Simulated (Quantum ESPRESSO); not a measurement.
# Moving one atom in Ga2MgSiN4

These are calculations, not measurements. They come from pw.x of Quantum ESPRESSO 7.5, a plane-wave density functional program, with PseudoDojo standard norm-conserving files (v0.5 for PBE, v0.4.1 for LDA and PBEsol). The cells are made up: elements, strain and atom displacements were drawn at random, and nothing was relaxed. There is no spin polarisation, spin-orbit coupling or dispersion term.

The cell has 8 sites of a rocksalt lattice. Sites 1 to 4 hold Ga Ga Mg Si; sites 5 to 8 hold N N N N. Cell vectors in Å: (4.236, 0.000, -0.005); (0.000, 4.288, -0.072); (-0.005, -0.072, 4.311). Settings: PBE, cutoff 1143 eV, 6 x 6 x 6 k mesh shifted by half a step, Fermi-Dirac smearing of 0.1 eV.

Each run shifts the N atom on site 8 along y and leaves all else fixed. Site 1 is one of its nearest neighbours. E is the free energy of the cell above the lowest run shown.

| run | shift (Å) | Fy on site 8 (eV/Å) | Fy on site 1 (eV/Å) | P (GPa) | E (meV) |
| --- | --- | --- | --- | --- | --- |
| 1 | -0.0514 | 0.449 | -0.177 | -6.69 | 11.5 |
| 2 | -0.0381 | 0.333 | -0.158 | -6.74 | 6.3 |
| 4 | 0.0098 | -0.070 | -0.105 | -6.82 | 0.0 |
| 5 | 0.0283 | -0.224 | -0.085 | -6.82 | 2.7 |
| 6 | 0.0376 | -0.303 | -0.075 | -6.80 | 5.1 |
| 7 | 0.0904 | -0.768 | 0.004 | -6.62 | 33.2 |
| 3 | -0.0280 | ? | ? | ? | ? |

A rerun of one of these cells at 1437 eV and k mesh 8 x 8 x 8 moved values by no more than 0.008 eV in the cell's energy, 0.25 GPa in stress and 0.018 eV/Å in force.

## Worked fit

A parabola through the six runs shown gives Fy on site 8 = 0.016 - 8.48 u - 2.1 u² eV/Å, with u in Å and a scatter of 0.004 eV/Å. Minus the slope, 8.48 ± 0.15 eV/Å², is this atom's force constant along y at u = 0, with its periodic images moving too. The fitted force vanishes at u = 0.002 Å, where the energy should be lowest along this line. The error is the larger of the fit's own and the change that a cubic makes, rounded up.

## Withheld run

Question: what Fy on site 8 should run 3 give?

The fit gives 0.252 eV/Å. The calculation gave 0.247 eV/Å.

| run | shift (Å) | Fy on site 8 (eV/Å) | Fy on site 1 (eV/Å) | P (GPa) | E (meV) |
| --- | --- | --- | --- | --- | --- |
| 3 | -0.0280 | 0.247 | -0.146 | -6.77 | 3.4 |